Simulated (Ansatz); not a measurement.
Starting cell, SnO2 (rutile):

```yaml
crystal:
  lattice:
    - [4.76854, 0.00000, 0.00000]
    - [0.00000, 4.76854, 0.00000]
    - [0.00000, 0.00000, 3.21140]
  atoms:
    - { symbol: Sn, position: [0.00000, 0.00000, 0.00000] }
    - { symbol: Sn, position: [0.50000, 0.50000, 0.50000] }
    - { symbol: O, position: [0.30630, 0.30630, 0.00000] }
    - { symbol: O, position: [0.80630, 0.19370, 0.50000] }
    - { symbol: O, position: [0.19370, 0.80630, 0.50000] }
    - { symbol: O, position: [0.69370, 0.69370, 0.00000] }
```

Two-dimensional scan of atom 5 (O, nearest neighbour Sn at 2.066 Å; its periodic images, 3.2 Å or more away, move with it): u runs along (0.707, 0.707, 0.000), v along (0.000, 0.000, 1.000) (Cartesian). Cell and other atoms are fixed.

Computed with PBEsol (plane waves to 420 eV, PAW, scalar-relativistic; Ansatz, a program for electronic structure). k mesh 6×6×8 (Γ-centred), Fermi-Dirac smearing 0.05 eV. Energies are smeared free energies. SnO2 was relaxed with its symmetry unable to fall. The PAW data are Ansatz's earlier set.

Changes of ΔE (meV/cell) from the point u = 0.000 Å, v = 0.000 Å when one coordinate moves alone (two changes are said to add if the coupling is within 5 % of the smaller one, nearly so within 20 %):

```
point                      change
-------------------------  ------
u = 0.000 Å, v = -0.520 Å  1920.2
u = 0.000 Å, v = -0.347 Å   794.5
u = 0.000 Å, v = -0.173 Å   189.5
u = -0.520 Å, v = 0.000 Å   537.8
u = -0.347 Å, v = 0.000 Å   224.6
u = -0.173 Å, v = 0.000 Å    53.8
u = 0.173 Å, v = 0.000 Å     53.8
u = 0.347 Å, v = 0.000 Å    224.6
u = 0.520 Å, v = 0.000 Å    537.8
u = 0.000 Å, v = 0.173 Å    189.5
u = 0.000 Å, v = 0.347 Å    794.5
u = 0.000 Å, v = 0.520 Å   1920.2
```

Task: What is the change at u = -0.520 Å, v = 0.173 Å, where both move, and how far is it from the sum?

Result: The sum of the single changes is 537.8 + (189.5) = 727.3; the calculation gives 684.4, so the coupling contributes -42.9 (over 20 % of the smaller single change, not additive).

Task: Do the two effects add at u = 0.173 Å, v = 0.347 Å? Give the computed change.

Result: The sum of the single changes is 53.8 + (794.5) = 848.3; the calculation gives 822.9, so the coupling contributes -25.4 (over 20 % of the smaller single change, not additive).

Task: Do the two effects add at u = -0.173 Å, v = 0.520 Å? Give the computed change.

Result: The sum of the single changes is 53.8 + (1920.2) = 1974.0; the calculation gives 1908.3, so the coupling contributes -65.7 (over 20 % of the smaller single change, not additive).

(For displaced atoms, the force is minus the slope of the energy, and its curvature is a force constant, which sets phonon frequencies.)
